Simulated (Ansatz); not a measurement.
Hf3ZnN:
```yaml
crystal:
  lattice:
    - [1.65683, -5.60720, 0.00000]
    - [1.65683, 5.60720, 0.00000]
    - [0.00000, 0.00000, 8.76947]
  atoms:
    - { symbol: Hf, position: [0.62875, 0.37125, 0.04673] }
    - { symbol: Hf, position: [0.37125, 0.62875, 0.95327] }
    - { symbol: Hf, position: [0.37125, 0.62875, 0.54673] }
    - { symbol: Hf, position: [0.62875, 0.37125, 0.45327] }
    - { symbol: Hf, position: [0.95166, 0.04834, 0.25000] }
    - { symbol: Hf, position: [0.04834, 0.95166, 0.75000] }
    - { symbol: Zn, position: [0.25347, 0.74653, 0.25000] }
    - { symbol: Zn, position: [0.74653, 0.25347, 0.75000] }
    - { symbol: N, position: [0.00000, 0.00000, 0.00000] }
    - { symbol: N, position: [0.00000, 0.00000, 0.50000] }
```

Relaxed with r²SCAN. Special points in fractions of this cell's reciprocal vectors: Γ (0.000, 0.000, 0.000); Y (-0.500, 0.500, 0.000); C0 (-0.272, 0.728, 0.000); Σ0 (0.272, 0.272, 0.000); Z (0.000, 0.000, 0.500); A0 (0.272, 0.272, 0.500); E0 (-0.272, 0.728, 0.500); T (-0.500, 0.500, 0.500); S (0.000, 0.500, 0.000); R (0.000, 0.500, 0.500).

Question: List the band energies nearest the Fermi level at these points for DFT-r²SCAN in the program Ansatz with PAW potentials.

Answer: In eV from the Fermi level; about four levels below and three above (degenerate sets whole), none deeper than 8.9 eV; points with the same levels are listed once.

```csv
k,below,above
Γ,-1.75 -1.27 -0.75 -0.04,0.47 0.94 1.02
Y,-1.94 -1.39 -1.03 -0.91,1.31 1.37 1.46
C0,-1.22 -1.15 -0.89 -0.87,0.12 0.37 1.02
Z,-2.29 -2.29 -1.23 -1.23,0.12 0.12 1.13 1.13
A0,-0.54 -0.54 -0.13 -0.13,2.19 2.19 3.08 3.08
T,-1.86 -1.86 -1.54 -1.54,0.12 0.12 1.19 1.19
S,-0.97 -0.77 -0.61 -0.27,0.29 0.94 1.99
R,-0.42 -0.42 -0.08 -0.08,2.01 2.01 3.05 3.05
```

Space group Cmcm. The workflow started from a Materials Project entry (that database holds measured and hypothetical structures alike); the Crystallography Open Database copy checked does not list it. Whether it is the stable phase at ambient conditions was not checked. The r²SCAN relaxation kept the symmetry of its start; whether a distortion lowers the energy is not shown. The run is not spin-polarised. Spin–orbit coupling is left out wherever it is not named.

Potentials: the later of the program's two PAW sets.
